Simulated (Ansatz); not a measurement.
TiO (space group C2/m)

```
TiO
1.0
    4.56291    -2.04250     0.00000
    4.56291     2.04250     0.00000
   -1.70151     0.00000     5.44157
Ti O
5 5
Direct
  0.65345   0.65345   0.32312
  0.34655   0.34655   0.67688
  0.66636   0.66636   0.83277
  0.33364   0.33364   0.16723
  0.00000   0.00000   0.50000
  0.50000   0.50000   0.00000
  0.83212   0.83212   0.16875
  0.16788   0.16788   0.83125
  0.83133   0.83133   0.65862
  0.16867   0.16867   0.34138
```

The atoms are displaced by Q × the pattern below (from a DFPT mode at Γ, largest move 1; Q in Å), at fixed cell.

| atom | x | y | z |
|---|---|---|---|
| Ti1 | -0.092 | 0.000 | -0.419 |
| Ti2 | 0.092 | 0.000 | 0.419 |
| Ti3 | -0.193 | 0.000 | 0.132 |
| Ti4 | 0.193 | 0.000 | -0.132 |
| O7 | -0.449 | 0.000 | 0.165 |
| O8 | 0.449 | 0.000 | -0.165 |
| O9 | 0.340 | 0.000 | 0.940 |
| O10 | -0.340 | 0.000 | -0.940 |

Atoms not listed stay in place.

Method: LDA (plane waves to 420 eV, PAW, scalar-relativistic; Ansatz, an electronic-structure program). k mesh 12×12×8 (Γ-centred), Fermi-Dirac smearing 0.05 eV. With partly filled bands, energies and forces of such displacements shift with the k mesh and the smearing. TiO is run without spin polarisation and with no Hubbard U. TiO was relaxed with its symmetry unable to fall.

At one point of the scan the forces (eV/Å) are:

| atom | Fx | Fy | Fz |
|---|---|---|---|
| Ti1 | -3.416 | 0.000 | -6.676 |
| Ti2 | 3.416 | 0.000 | 6.676 |
| Ti3 | -1.829 | 0.000 | 1.490 |
| Ti4 | 1.829 | 0.000 | -1.490 |
| Ti5 | 0.000 | 0.000 | 0.000 |
| O6 | 0.000 | 0.000 | 0.000 |
| O7 | -1.050 | 0.000 | 0.551 |
| O8 | 1.050 | 0.000 | -0.551 |
| O9 | 3.243 | 0.000 | 6.025 |
| O10 | -3.243 | 0.000 | -6.025 |

Problem. Which point is it?
A. Q = -0.280 Å
B. Q = -0.093 Å
C. Q = -0.140 Å
D. Q = -0.047 Å

Solution. A, Q = -0.280 Å

(A displaced cell: forces are minus the slopes of the energy, force constants its curvatures, and phonons follow from these.)
